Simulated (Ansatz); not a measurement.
## Trial structures of Zr4B: starts and ends

Method: DFT PBE, scalar-relativistic, plane waves, PAW (Ansatz). All cells share a 420 eV cutoff and Γ-centred k meshes spaced at most about 0.3 Å⁻¹ (about 0.25 or finer for metals, 2π included). No spin polarisation in the final relaxations.

Each guess was relaxed in cell and atoms at zero pressure, within the symmetry of its start. All energies are static (0 K, no zero-point motion). Coordination counts Zr atoms around B (those within 1.25 times the shortest such distance or 1.15 times the sum of covalent radii).

```tsv
guess	made from	start group	V start (Å³/atom)	end group	V end (Å³/atom)	coordination at the end	gap on mesh (eV)	E over the lowest end (meV/atom)
1	random cell	P6/mmm	15.3	?	?	?	?	?
2	random cell	Im-3m	18.2	Im-3m	20.6	B 8	0	448
3	Co4H type	P-3m1	13.5	P-3m1	20.6	B 6	0	0
4	OsCl4 type	Cmmm	13.6	Cmmm	20.6	B 6	0	18
5	Co4N type	Pm-3m	14.8	Pm-3m	20.8	B 6	0	107
```

Guess 1 as it starts:

```yaml
crystal:
  lattice:
    - [3.66409, 0.00000, 0.00000]
    - [-1.83204, 3.17319, 0.00000]
    - [0.00000, 0.00000, 6.57125]
  atoms:
    - { symbol: Zr, position: [0.00000, 0.00000, 0.82442] }
    - { symbol: Zr, position: [0.00000, 0.00000, 0.17558] }
    - { symbol: Zr, position: [0.33333, 0.66667, 0.00000] }
    - { symbol: Zr, position: [0.66667, 0.33333, 0.00000] }
    - { symbol: B, position: [0.00000, 0.00000, 0.50000] }
```

**Question.** Predict the end of this guess and its energy over the lowest end.

**Answer.** It ends in space group P6/mmm (No. 191), with a = 4.885 Å, c = 7.731 Å, 32.0 Å³/atom and no gap. It lies 1.45 eV/atom over the lowest end, above guess 2 and so the highest of the set. Counting Zr atoms around B, this end has B 2 and the lowest (guess 3) has B 6.

```xyz
5
Lattice="4.8853 0.0000 0.0000 -2.4426 4.2308 0.0000 0.0000 0.0000 7.7307" Properties=species:S:1:pos:R:3 pbc="T T T"
Zr    0.0000    0.0000    6.2487
Zr    0.0000    0.0000    1.4821
Zr    0.0000    2.8205    0.0000
Zr    2.4426    1.4103    0.0000
B     0.0000    0.0000    3.8654
```

The zero of energy is the elements' standard structures at the same level; no fitted shifts are applied.

**Question.** Is the lowest end bound against the elements?

**Answer.** Yes: its formation energy is −0.14 eV/atom. It lies below the elements, which doesn't yet make it stable against other compounds or structures.

A magnetic state wasn't ruled out in cells without spin, among them Im-3m. With atoms moved at random, P-3m1 came back. Other cells relaxed within their symmetry can be saddle points. A lower structure may well exist outside this small set. Some types were kept out of the candidates beforehand, so the set may lack a known form.
